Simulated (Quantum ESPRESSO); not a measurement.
# Planted mistakes on one cell of Si3NO4F

Calculated results; nothing here was measured. They come from pw.x of Quantum ESPRESSO 7.5, a plane-wave density functional program, with PseudoDojo standard norm-conserving files (v0.5 for PBE, v0.4.1 for LDA and PBEsol). The cells are made up: elements, strain and atom displacements were drawn at random, and nothing was relaxed. There is no spin polarisation, spin-orbit coupling or dispersion term.

The cell has 9 sites of a quartz lattice. Sites 1 to 3 hold Si Si Si; sites 4 to 9 hold N O O O F O. Cell vectors in Å: (5.118, 0.065, 0.006); (-2.503, 4.288, -0.030); (0.006, -0.034, 5.624). Settings: PBE, cutoff 1143 eV, 5 x 5 x 4 k mesh shifted by half a step, Fermi-Dirac smearing of 0.025 eV.

The intended run has a self-consistency threshold of 1e-07 eV, a smearing term of 0.000 eV, a pressure of 1.96 GPa and 13 iterations. Each further run changes one thing: all lengths scaled by 1.0129; atoms of sites 7 and 8 exchanged; cutoff 778 eV; files of LDA; k mesh 2 x 2 x 2; one electron added; smearing 0.74 eV; threshold 0.2 eV. A coarse mesh keeps the shift, and a charged cell sits in a uniform background.

```
run  change of free energy (eV)  smearing term -TS (eV)  change of P (GPa)  largest change of a force component (eV/Å)  iterations
  A                      -0.003                   0.000               0.01                                       0.021          13
  B                       2.208                   0.000              -7.36                                       0.586          13
  C                      -0.414                  -1.314               2.76                                       0.781          12
  D                       0.025                   0.000               0.88                                       0.135           5
  E                       1.209                   0.000             -10.34                                       0.024          13
  F                       0.028                   0.000              -5.61                                       0.795          13
  G                       7.378                  -0.005              22.36                                       1.846          12
  H                       0.390                   0.000               0.80                                       6.974          12
```

A rerun of the intended cell at 1437 eV and k mesh 7 x 7 x 6 moved values by no more than 0.002 eV in the cell's energy, 0.02 GPa in stress and 0.002 eV/Å in force.

Question: which change belongs to which run?

## Worked reading

Run D has the fewest iterations, as a run stopped early does. Run C has the largest smearing term, as wide smearing gives. Run E has a higher energy and the largest fall in pressure, as too small a basis gives. Run F changes the volume by a factor of 1.0392; minus its pressure change over the logarithm of that factor, 146 GPa, is a rough bulk modulus with clamped atoms. Energies from files of another functional, or of a charged cell, have another zero and say nothing on stability; the pressure of a charged cell rests on the program's zero of potential too.

## Key

| run | change |
| --- | --- |
| A | k mesh 2 x 2 x 2 |
| B | files of LDA |
| C | smearing 0.74 eV |
| D | threshold 0.2 eV |
| E | cutoff 778 eV |
| F | all lengths scaled by 1.0129 |
| G | one electron added |
| H | atoms of sites 7 and 8 exchanged |